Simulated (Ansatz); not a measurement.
SnS (zinc blende, space group No. 216) under volume change, HSE06 (plane waves, PAW; program Ansatz), scaled uniformly.

```
V (Å³/atom)  E − E(relaxed) (meV/atom)  P (GPa)
-----------  -------------------------  -------
31.143                            38.6     4.32
32.170                            16.3     2.67
33.196                             3.9     1.24
34.223                             0.0     0.00
35.250                             3.5    -1.07
36.276                            13.4    -2.00
37.303                            28.8    -2.80
```

Problem. What does a third-order Birch–Murnaghan fit give for V₀, B₀ and B′?

Solution. V₀ = 34.22 Å³/atom, B₀ = 38.3 GPa, B′ = 3.8.

Space group F-43m (zinc blende). A made-up cell: these elements were put on the sites of a structure type; the Crystallography Open Database copy checked does not list it. It is not the phase usual at ambient conditions (space group No. 62). The cell was relaxed with HSE06 under the symmetry of its start; whether a distortion lowers the energy is not shown. The volume moved by 21 % from the start of the relaxation. Scalar-relativistic: spin–orbit coupling is off unless named, which matters more the heavier the elements.

Potentials: the later of the program's two PAW sets.
